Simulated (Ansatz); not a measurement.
LiCl:
```cif
data_Cl4Li4
_chemical_formula_sum 'Li4 Cl4'
_space_group_name_H-M_alt 'F-43m'
_space_group_IT_number 216
_space_group_name_Hall 'F -4 2 3'
_cell_length_a 5.46714
_cell_length_b 5.46714
_cell_length_c 5.46714
_cell_angle_alpha 90.000
_cell_angle_beta 90.000
_cell_angle_gamma 90.000
loop_
_atom_site_label
_atom_site_type_symbol
_atom_site_symmetry_multiplicity
_atom_site_Wyckoff_symbol
_atom_site_fract_x
_atom_site_fract_y
_atom_site_fract_z
_atom_site_occupancy
Li1 Li 4 a 0.00000 0.00000 0.00000 1
Cl1 Cl 4 d 0.75000 0.75000 0.75000 1
```
(The calculation used a cell of 2 atoms; values per cell refer to that cell.)

Relaxed with r²SCAN. 

HSE06 on this cell (Ansatz, an electronic-structure program, PAW) gives a gap of 7.38 eV. What does r²SCAN give?

6.71 eV.

Cost on shared cores: the r²SCAN run (SCF on a 9×9×9 mesh, then bands and DOS) very roughly 18 core-seconds, the HSE06 run (SCF on 7×7×7, then a few points) about 2.1 core-minutes (a rough figure); the tasks are unlike.

The start of the workflow was typed in or built on a structure type; neither database checked (COD, Materials Project) lists it. It is not the phase usual at ambient conditions (space group No. 225). The cell was relaxed with r²SCAN under the symmetry of its start; its stability against distortions is not shown here.

Potentials: the later of the program's two PAW sets.

Ansatz is a plane-wave DFT program.
